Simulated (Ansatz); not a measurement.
Ba2MgMoO6:
```xyz
10
Lattice="0.0000 4.0491 4.0491 4.0491 0.0000 4.0491 4.0491 4.0491 0.0000" Properties=species:S:1:pos:R:3 pbc="T T T"
Ba     2.0245     2.0245     2.0245
Ba     6.0736     6.0736     6.0736
Mg     4.0491     4.0491     4.0491
Mo     0.0000     0.0000     0.0000
O      1.9285     4.0491     4.0491
O      6.1696     4.0491     4.0491
O      4.0491     1.9285     4.0491
O      4.0491     6.1696     4.0491
O      4.0491     4.0491     1.9285
O      4.0491     4.0491     6.1696
```

Relaxed with r²SCAN. Special points in fractions of this cell's reciprocal vectors: Γ (0.000, 0.000, 0.000); X (0.500, 0.000, 0.500); U (0.625, 0.250, 0.625); K (0.375, 0.375, 0.750); L (0.500, 0.500, 0.500); W (0.500, 0.250, 0.750).

Problem. List the band energies nearest the valence-band maximum at these points for plane-wave PAW r²SCAN with spin–orbit coupling (Ansatz code).

Solution. In eV from the valence-band maximum; about four levels below and three above (degenerate sets whole), none deeper than 8.9 eV; points with the same levels are listed once.

| k | below | above |
|---|---|---|
| Γ | 0.00 0.00 0.00 0.00 | 2.84 2.84 2.84 2.84 |
| X | -0.77 -0.77 -0.05 -0.05 | 2.49 2.49 3.45 3.45 |
| U | -0.75 -0.75 -0.21 -0.21 | 2.75 2.75 3.31 3.31 |
| L | -0.50 -0.50 -0.42 -0.42 | 2.98 2.98 3.08 3.08 |
| W | -0.40 -0.40 -0.40 -0.40 | 2.96 2.96 3.04 3.04 |

Space group Fm-3m. The first step of the workflow began from a Materials Project structure, measured or hypothetical; the Crystallography Open Database copy checked does not list it. Its standing as an ambient phase is unchecked. The r²SCAN relaxation kept the symmetry of its start; whether a distortion lowers the energy is not shown. No spin polarisation was allowed. No Hubbard U is applied.

Potentials: the later of the program's two PAW sets.
